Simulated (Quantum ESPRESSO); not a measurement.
# Zn3MgO4: finding a planted mistake in a log

Computed values, not a measurement. The program is pw.x of Quantum ESPRESSO 7.5 (plane-wave density functional theory). The cell is made up: 8 atoms on a rocksalt lattice, with randomly drawn elements, strain and displacements, not relaxed. PseudoDojo standard norm-conserving files (v0.5 for PBE, v0.4.1 for LDA and PBEsol) set the functional; there is no spin polarisation, spin-orbit coupling or dispersion term, and the masses in the input are unused placeholders.

Intended input:

```
&control calculation='scf', pseudo_dir='./dojo.nc.sr.pbe.v0_5.standard.upf', outdir='./o', disk_io='medium', tprnfor=.true., tstress=.true. /
&system ibrav=0, nat=8, ntyp=3, nbnd=53, ecutwfc=84.00895049, nosym=.true., tot_charge=0,
 occupations='smearing', smearing='fd', degauss=0.0018374661
/
&electrons conv_thr=7.350e-09, electron_maxstep=60, /
ATOMIC_SPECIES
Mg 1.0 Mg.upf
O 1.0 O.upf
Zn 1.0 Zn.upf
CELL_PARAMETERS angstrom
4.3742 0.0 0.0
0.0 4.3742 0.0
0.0 0.0 4.3742
ATOMIC_POSITIONS angstrom
Zn 0.0875 0.0941 0.0306
Zn 0.0109 2.2549 2.3282
Mg 2.1904 -0.0755 2.2286
Zn 2.2143 2.2194 0.0094
O 2.2276 -0.0465 -0.0563
O 2.1871 2.2713 2.2391
O 4.2612 0.1411 2.1598
O 4.3962 2.3135 0.0294
K_POINTS automatic
4 4 4 1 1 1
```

The log is shortened where brackets say so; the opening notice, blank lines, dates and the lines on written files are dropped, and the path of the files is cut. It prints rydbergs, bohrs and kilobars, and counts compression as positive stress.

Log of the intended run:

```
     Program PWSCF v.7.5
     Parallel version (MPI & OpenMP), running on       1 processor cores
     Number of MPI processes:                 1
     Threads/MPI process:                     1
     [start-up lines left out]
     bravais-lattice index     =            0
     lattice parameter (alat)  =       8.2660  a.u.
     unit-cell volume          =     564.7972 (a.u.)^3
     number of atoms/cell      =            8
     number of atomic types    =            3
     number of electrons       =        94.00
     number of Kohn-Sham states=           53
     kinetic-energy cutoff     =      84.0090  Ry
     charge density cutoff     =     336.0358  Ry
     scf convergence threshold =      7.3E-09
     mixing beta               =       0.7000
     number of iterations used =            8  plain     mixing
     Exchange-correlation= PBE
                           (   1   4   3   4   0   0   0)
     [axes and pseudopotential details left out]
   Cartesian axes
     site n.     atom                  positions (alat units)
         1        Zn     tau(   1) = (   0.0200037   0.0215125   0.0069956  )
         2        Zn     tau(   2) = (   0.0024919   0.5155000   0.5322573  )
         3        Mg     tau(   3) = (   0.5007544  -0.0172603   0.5094874  )
         4        Zn     tau(   4) = (   0.5062183   0.5073842   0.0021490  )
         5        O      tau(   5) = (   0.5092588  -0.0106305  -0.0128709  )
         6        O      tau(   6) = (   0.5000000   0.5192492   0.5118879  )
         7        O      tau(   7) = (   0.9741667   0.0322573   0.4937589  )
         8        O      tau(   8) = (   1.0050295   0.5288967   0.0067212  )
     number of k points=    32  Fermi-Dirac smearing, width (Ry)=  0.0018
                       cart. coord. in units 2pi/alat
        k(    1) = (   0.1250000   0.1250000   0.1250000), wk =   0.0625000
        k(    2) = (   0.1250000   0.1250000   0.3750000), wk =   0.0625000
     [further k points left out]
     Dense  grid:    58701 G-vectors     FFT dimensions: (  50,  50,  50)
     Estimated max dynamical RAM per process >      84.07 MB
     Initial potential from superposition of free atoms
     starting charge      93.9988, renormalised to      94.0000
     Starting wfcs are   51 randomized atomic wfcs +    2 random wfcs
     total cpu time spent up to now is        5.6 secs
     per-process dynamical memory:    46.3 Mb
     Self-consistent Calculation
     iteration #  1     ecut=    84.01 Ry     beta= 0.70
     Davidson diagonalization with overlap
     ethr =  1.00E-02,  avg # of iterations =  3.0
     total cpu time spent up to now is       18.5 secs
     total energy              =   -1504.80136399 Ry
     estimated scf accuracy    <       1.70716732 Ry
     iteration #  2     ecut=    84.01 Ry     beta= 0.70
     Davidson diagonalization with overlap
     ethr =  1.82E-03,  avg # of iterations =  3.0
     total cpu time spent up to now is       32.7 secs
     total energy              =   -1505.19713120 Ry
     estimated scf accuracy    <       2.38267734 Ry
     [iterations 3 to 9 left out]
     iteration # 10     ecut=    84.01 Ry     beta= 0.70
     Davidson diagonalization with overlap
     ethr =  2.80E-10,  avg # of iterations =  2.0
     total cpu time spent up to now is      153.5 secs
     total energy              =   -1505.63842687 Ry
     estimated scf accuracy    <       0.00000003 Ry
     iteration # 11     ecut=    84.01 Ry     beta= 0.70
     Davidson diagonalization with overlap
     ethr =  2.80E-11,  avg # of iterations =  2.0
     total cpu time spent up to now is      167.9 secs
     End of self-consistent calculation
     [lines on levels left out]
!    total energy              =   -1505.63842687 Ry
     estimated scf accuracy    <          1.2E-09 Ry
     smearing contrib. (-TS)   =      -0.00000000 Ry
     internal energy E=F+TS    =   -1505.63842687 Ry
     The total energy is F=E-TS. E is the sum of the following terms:
     one-electron contribution =    -937.32756356 Ry
     hartree contribution      =     505.25351345 Ry
     xc contribution           =    -184.52290781 Ry
     ewald contribution        =    -889.04146895 Ry
     convergence has been achieved in  11 iterations
     Forces acting on atoms (cartesian axes, Ry/au):
     atom    1 type  3   force =    -0.01297265   -0.00204572    0.00538856
     atom    2 type  3   force =    -0.00394294   -0.00460875   -0.02058801
     atom    3 type  1   force =     0.00178865    0.03244812   -0.01205078
     atom    4 type  3   force =     0.00364859   -0.00524455    0.01033957
     atom    5 type  2   force =    -0.01504855    0.02648898    0.01875688
     atom    6 type  2   force =    -0.00861332   -0.01966705   -0.01123959
     atom    7 type  2   force =     0.03354041   -0.01290169    0.00607168
     atom    8 type  2   force =     0.00159981   -0.01446935    0.00332169
     Total force =     0.073686     Total SCF correction =     0.000084
     Computing stress (Cartesian axis) and pressure
          total   stress  (Ry/bohr**3)                   (kbar)     P=      -46.27
  -0.00035434   0.00000523  -0.00000736          -52.13        0.77       -1.08
   0.00000523  -0.00027350   0.00000228            0.77      -40.23        0.33
  -0.00000736   0.00000228  -0.00031574           -1.08        0.33      -46.45
     init_run     :      4.43s CPU      5.58s WALL (       1 calls)
     electrons    :    151.73s CPU    162.55s WALL (       1 calls)
     forces       :      1.92s CPU      1.97s WALL (       1 calls)
     stress       :      7.97s CPU      8.01s WALL (       1 calls)
     [timing details left out]
     PWSCF        :   2m46.17s CPU   2m58.41s WALL
     JOB DONE.
```

A second run was made from an input with one planted mistake. Its log:

```
     Program PWSCF v.7.5
     Parallel version (MPI & OpenMP), running on       1 processor cores
     Number of MPI processes:                 1
     Threads/MPI process:                     1
     [start-up lines left out]
     bravais-lattice index     =            0
     lattice parameter (alat)  =       8.2660  a.u.
     unit-cell volume          =     564.7972 (a.u.)^3
     number of atoms/cell      =            8
     number of atomic types    =            3
     number of electrons       =        94.00
     number of Kohn-Sham states=           53
     kinetic-energy cutoff     =      84.0090  Ry
     charge density cutoff     =     336.0358  Ry
     scf convergence threshold =      7.3E-09
     mixing beta               =       0.7000
     number of iterations used =            8  plain     mixing
     Exchange-correlation= PBE
                           (   1   4   3   4   0   0   0)
     [axes and pseudopotential details left out]
   Cartesian axes
     site n.     atom                  positions (alat units)
         1        Zn     tau(   1) = (   0.0200037   0.0215125   0.0069956  )
         2        Zn     tau(   2) = (   0.0024919   0.5155000   0.5322573  )
         3        Mg     tau(   3) = (   0.5007544  -0.0172603   0.5094874  )
         4        Zn     tau(   4) = (   0.5062183   0.5073842   0.0021490  )
         5        O      tau(   5) = (   0.5092588  -0.0106305  -0.0128709  )
         6        O      tau(   6) = (   0.5000000   0.5192492   0.5118879  )
         7        O      tau(   7) = (   0.9741667   0.0322573   0.4937589  )
         8        O      tau(   8) = (   1.0050295   0.5288967   0.0067212  )
     number of k points=     4  Fermi-Dirac smearing, width (Ry)=  0.0018
                       cart. coord. in units 2pi/alat
        k(    1) = (   0.2500000   0.2500000   0.2500000), wk =   0.5000000
        k(    2) = (   0.2500000   0.2500000  -0.2500000), wk =   0.5000000
     [further k points left out]
     Dense  grid:    58701 G-vectors     FFT dimensions: (  50,  50,  50)
     Estimated max dynamical RAM per process >      84.07 MB
     Initial potential from superposition of free atoms
     starting charge      93.9988, renormalised to      94.0000
     Starting wfcs are   51 randomized atomic wfcs +    2 random wfcs
     total cpu time spent up to now is        1.3 secs
     per-process dynamical memory:    45.4 Mb
     Self-consistent Calculation
     iteration #  1     ecut=    84.01 Ry     beta= 0.70
     Davidson diagonalization with overlap
     ethr =  1.00E-02,  avg # of iterations =  3.0
     total cpu time spent up to now is        2.8 secs
     total energy              =   -1504.79007819 Ry
     estimated scf accuracy    <       1.71208605 Ry
     iteration #  2     ecut=    84.01 Ry     beta= 0.70
     Davidson diagonalization with overlap
     ethr =  1.82E-03,  avg # of iterations =  3.0
     total cpu time spent up to now is        4.5 secs
     total energy              =   -1505.21115434 Ry
     estimated scf accuracy    <       2.27351078 Ry
     [iterations 3 to 9 left out]
     iteration # 10     ecut=    84.01 Ry     beta= 0.70
     Davidson diagonalization with overlap
     ethr =  2.10E-10,  avg # of iterations =  2.0
     total cpu time spent up to now is       18.9 secs
     total energy              =   -1505.62820220 Ry
     estimated scf accuracy    <       0.00000003 Ry
     iteration # 11     ecut=    84.01 Ry     beta= 0.70
     Davidson diagonalization with overlap
     ethr =  3.47E-11,  avg # of iterations =  2.0
     total cpu time spent up to now is       20.7 secs
     End of self-consistent calculation
     [lines on levels left out]
!    total energy              =   -1505.62820220 Ry
     estimated scf accuracy    <          1.6E-09 Ry
     smearing contrib. (-TS)   =       0.00000000 Ry
     internal energy E=F+TS    =   -1505.62820220 Ry
     The total energy is F=E-TS. E is the sum of the following terms:
     one-electron contribution =    -937.35055968 Ry
     hartree contribution      =     505.30624916 Ry
     xc contribution           =    -184.54242273 Ry
     ewald contribution        =    -889.04146895 Ry
     convergence has been achieved in  11 iterations
     Forces acting on atoms (cartesian axes, Ry/au):
     atom    1 type  3   force =    -0.01297903   -0.00216245    0.00519385
     atom    2 type  3   force =    -0.00386781   -0.00448397   -0.02081415
     atom    3 type  1   force =     0.00206766    0.03226087   -0.01187717
     atom    4 type  3   force =     0.00350264   -0.00505786    0.01014639
     atom    5 type  2   force =    -0.01475155    0.02574240    0.01841649
     atom    6 type  2   force =    -0.00835733   -0.01899118   -0.01073977
     atom    7 type  2   force =     0.03295093   -0.01339294    0.00644903
     atom    8 type  2   force =     0.00143450   -0.01391486    0.00322533
     Total force =     0.072618     Total SCF correction =     0.000079
     Computing stress (Cartesian axis) and pressure
          total   stress  (Ry/bohr**3)                   (kbar)     P=      -46.26
  -0.00035459   0.00000449  -0.00000785          -52.16        0.66       -1.16
   0.00000449  -0.00027294   0.00000353            0.66      -40.15        0.52
  -0.00000785   0.00000353  -0.00031592           -1.16        0.52      -46.47
     init_run     :      1.12s CPU      1.20s WALL (       1 calls)
     electrons    :     18.16s CPU     19.41s WALL (       1 calls)
     forces       :      0.50s CPU      0.50s WALL (       1 calls)
     stress       :      1.68s CPU      1.71s WALL (       1 calls)
     [timing details left out]
     PWSCF        :     21.53s CPU     22.95s WALL
     JOB DONE.
```

Question: what was wrong in the second input?

Answer: the k-point mesh is too coarse. The input lines that differ, file-writing options aside:

```
- 4 4 4 1 1 1
+ 2 2 2 1 1 1
```

|  | intended run | run with the mistake |
| --- | --- | --- |
| free energy (eV) | -20485.254 | -20485.115 |
| smearing term -TS (eV) | 0.0000 | 0.0000 |
| pressure (GPa) | -4.63 | -4.63 |
| largest force component (eV/Å) | 0.862 | 0.847 |
| largest change of a force component (eV/Å) |  | 0.019 |
| iterations | 11 | 11 |

For scale, a rerun of the intended cell at 1437 eV and a 6 x 6 x 6 mesh moved values by no more than 0.003 eV in energy, 0.04 GPa in stress and 0.005 eV/Å in force.